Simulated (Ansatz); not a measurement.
GaBi (rock salt, space group No. 225) at seven volumes, DFT-PBE in the program Ansatz with PAW potentials, scaled uniformly. One row is withheld.

```
V (Å³/atom)  P (GPa)
-----------  -------
24.548          5.63
25.358          3.42
26.167             ?
26.976          0.00
27.785         -1.31
28.595         -2.41
29.404         -3.33
```

Q: Fit the shown pressures and predict the withheld one.

A: P = (3/2)B₀(x^(7/2) − x^(5/2))[1 + (3/4)(B′ − 4)(x − 1)] with x = (V₀/V)^(2/3). Least squares on the six rows gives V₀ = 26.977 Å³/atom, B₀ = 47.6 GPa, B′ = 4.81. At V = 26.167, x = 1.0205 and P = 1.56 GPa. The run itself gave 1.56 GPa.

Space group Fm-3m (rock salt). The cell is a constructed one: a structure type filled with these elements; neither database checked (COD, Materials Project) lists it. Whether it is the stable phase at ambient conditions was not checked. The cell was relaxed with PBE under the symmetry of its start; its stability against distortions is not shown here. Spin–orbit coupling is left out wherever it is not named.

Potentials: the later of the program's two PAW sets.
